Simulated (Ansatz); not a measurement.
# What a change of settings does: AlNi (rocksalt type)

First run: DFT, LDA, all-electron LAPW, scalar-relativistic (Ansatz 0.2.0).

Command: `ansatz run input.yaml --threads 1 --pin off --max-ram 2048MiB --backend cpu --events-out ev --progress --plain --runs-dir out` It took 16 s on 1 thread of Intel(R) Xeon(R) Platinum 8559C (Emerald Rapids) (shared host), peak memory 0.48 GiB.

```yaml
crystal:
  lattice:
    - [0.0, 2.374654613, 2.374654613]
    - [2.374654613, 0.0, 2.374654613]
    - [2.374654613, 2.374654613, 0.0]
  atoms:
    - { symbol: Ni, position: [0.0, 0.0, 0.0] }
    - { symbol: Al, position: [0.5, 0.5, 0.5] }
kpoints:
  mp_grid: { grid: [15, 15, 15] }
  band_path:
    path:
      - [0.0, 0.0, 0.0]
      - [0.5, 0.0, 0.5]
      - [0.625, 0.25, 0.625]
      - [0.375, 0.375, 0.75]
      - [0.0, 0.0, 0.0]
      - [0.5, 0.5, 0.5]
      - [0.5, 0.25, 0.75]
      - [0.5, 0.0, 0.5]
    npoints: 14
scf:
  occupations: { method: fermi_dirac, width: 0.1 }
hamiltonian:
  xc: lda
  pseudopotentials: { kind: all_electron, lapw: { basis_error: 0.001 } }
output:
  forces: true
  stress: true
  eigenvalues: true
  populations: true
  dos: { projected: true, de: 0.2, e_range: [-14, 8] }
```

The cell comes from a relaxation on PAW files under the same functional, begun from a prototype that needn't be the stable phase.

It converges in 10 SCF iterations at a pressure of -0.11 GPa.

The input is then changed:

```diff
   occupations: { method: fermi_dirac, width: 0.1 }
+  mixing: { algorithm: broyden, beta: 0.9, ndim: 8 }
 hamiltonian:
   populations: true
-  dos: { projected: true, de: 0.2, e_range: [-14, 8] }
```

Task: Predict the outcome of the changed run.

Result: It converges in 10 SCF iterations at a pressure of -0.11 GPa, free energy 0.0 meV/atom against the first run's.
